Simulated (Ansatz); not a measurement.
The cell is COD entry 1010453, as deposited and not checked against the literature; nothing was relaxed. It is an old determination, and later ones may differ. The listed cell was then made from it by scaling, straining or moving an atom.

An input for TiSi2: DFT, PBEsol, all-electron LAPW, scalar-relativistic (Ansatz 0.2.0).

Command: `ansatz run input.yaml --threads 2 --pin off --max-ram 8192MiB --backend cpu --events-out ev --progress --plain --runs-dir out` The run took 45 s on 2 threads of Arm Neoverse V2, on a shared host, peak memory 0.92 GiB.

```yaml
crystal:
  lattice:
    - [0.0, 3.99446, 4.2615]
    - [2.314905, 0.0, 4.2615]
    - [2.314905, 3.99446, 0.0]
  atoms:
    - { symbol: Ti, position: [0.75, 0.75, 0.75] }
    - { symbol: Ti, position: [0.5, 0.5, 0.5] }
    - { symbol: Si, position: [0.083, 0.417, 0.083] }
    - { symbol: Si, position: [0.417, 0.083, 0.417] }
    - { symbol: Si, position: [0.167, 0.833, 0.167] }
    - { symbol: Si, position: [0.833, 0.167, 0.833] }
kpoints:
  mp_grid: { grid: [8, 8, 8] }
  band_path:
    path:
      - [0.0, 0.0, 0.0]
      - [0.5, 0.0, 0.5]
      - [1.0, 0.5, 0.5]
      - [0.5, 0.5, 0.0]
      - [0.0, 0.0, 0.0]
      - [0.0, 0.4077337051, 0.4077337051]
      - [1.0, 0.5922662949, 0.5922662949]
      - [1.0, 0.5, 0.5]
      - [0.5, 0.0, 0.5]
    npoints: 5
scf:
  occupations: { method: fermi_dirac, width: 0.08 }
hamiltonian:
  xc: pbesol
  pseudopotentials: { kind: all_electron, lapw: { basis_error: 0.0005 } }
output:
  forces: true
  stress: true
  eigenvalues: true
```

Set-up and iterations as logged by Ansatz (the results part is left out, to be predicted):

```
LAPW: plane waves up to 8.372 Å⁻¹, error target 5.0e-4 eV per atom; small_component_spin mean_spin; Si in spheres of 1.139 Å, 12 of its electrons in bands, Dirac shells []; Ti in spheres of 1.374 Å, 12 of its electrons in bands, Dirac shells []
Engine: ansatz 0.2.0
Pseudopotentials: kind: all_electron
Pseudopotential: Ti, LAPW, valence charge 12, Koelling and Harmon's equation, gaussian nucleus
Pseudopotential: Si, LAPW, valence charge 12, Koelling and Harmon's equation, gaussian nucleus
Functional definition: PBEsol
  exchange = pbesol_x
  correlation = pbesol_c
Crystal: 6 atoms, lattice volume = 78.810 Å³
Basis set: ecut = 267.0534786579281 eV, 771 PW (Γ), FFT grids on a1−a2, a2, a3, exchange–correlation at level 2
Bands: 44, of which v1, the nominal top of the filled ones, is band 36 counted from 1 (35 counted from 0)
Symmetry: 8 space group operations
Space group: Fddd (ITA 70), of the structure as read, at distance tolerance 4.3e-5 Å
k-points: 95 of 512
Non-local potential: Ti, projectors of the file, none
Non-local potential: Si, projectors of the file, none
Initial density: superposition of atomic densities (chi_scale 0.1, normalization cell, long waves kept (reshape's long-wave potential 0.00 eV rms))
Initial wavefunctions: plane waves of lowest kinetic energy (no species holds an atomic orbital)
Functional: x = pbesol(κ = 0.804, μ = 0.12345679012345678), c = pbesol(β = 0.046)
iter 1 solved again at ethr=1.07e-3 eV; its pass at ethr=1.00e-1 eV (dr2=7.67e-1 eV) is discarded
SCF iter   1: F=—  HF=-77931.378845 eV  |F-HF|=—  |Δ(HF+E_count)|=         —  Δρ=2.78e-2  dr2=7.68e-1  ethr=1.07e-3  ⟨swp⟩=2.1  Hψ=28549  notcnv=0
SCF iter   2: F=—  HF=-77931.094457 eV  |F-HF|=—  |Δ(HF+E_count)|=   2.84e-1  Δρ=2.04e-2  dr2=6.42e-1  ethr=1.07e-3  ⟨swp⟩=2.1  Hψ=12450  notcnv=0
iter 3 solved again at ethr=7.87e-5 eV; its pass at ethr=8.92e-4 eV (dr2=5.67e-2 eV) is discarded
SCF iter   3: F=—  HF=-77930.968410 eV  |F-HF|=—  |Δ(HF+E_count)|=   1.26e-1  Δρ=9.52e-3  dr2=5.65e-2  ethr=7.87e-5  ⟨swp⟩=2.0  Hψ=21002  notcnv=0
SCF iter   4: F=—  HF=-77930.901618 eV  |F-HF|=—  |Δ(HF+E_count)|=   6.68e-2  Δρ=3.81e-3  dr2=1.65e-2  ethr=7.85e-5  ⟨swp⟩=2.7  Hψ=12415  notcnv=0
SCF iter   5: F=—  HF=-77930.896527 eV  |F-HF|=—  |Δ(HF+E_count)|=         —  Δρ=4.13e-4  dr2=9.11e-5  ethr=2.30e-5  ⟨swp⟩=3.0  Hψ=12123  notcnv=0
the basis was enlarged: its passes take 641.0 KiB over the memory plan, 2 of 2 planned eigensolver slots
SCF iter   6: F=—  HF=-77930.896430 eV  |F-HF|=—  |Δ(HF+E_count)|=   9.69e-5  Δρ=2.01e-4  dr2=4.09e-5  ethr=1.26e-7  ⟨swp⟩=3.0  Hψ=12548  notcnv=0
SCF iter   7: F=—  HF=-77930.896421 eV  |F-HF|=—  |Δ(HF+E_count)|=   9.01e-6  Δρ=3.48e-5  dr2=7.87e-7  ethr=5.68e-8  ⟨swp⟩=2.1  Hψ=11769  notcnv=0
SCF iter   8: F=—  HF=-77930.896421 eV  |F-HF|=—  |Δ(HF+E_count)|=   1.82e-7  Δρ=1.07e-5  dr2=1.57e-7  ethr=1.09e-9  ⟨swp⟩=2.6  Hψ=11853  notcnv=0
SCF iter   9: F=-77930.896421 eV  HF=-77930.896421 eV  |F-HF|=3.89e-8  |Δ(HF+E_count)|=   2.65e-8  Δρ=4.40e-6  dr2=2.93e-8  ethr=2.17e-10  ⟨swp⟩=2.0  Hψ=11760  notcnv=0
```

(1) What pressure will this run report?

(2) How large will the largest force be?

(3) Is there a band gap?

Results:

(1) 7.74 GPa (positive in compression).

(2) 0.239 eV/Å.

(3) none: bands cross the Fermi level, a metal.
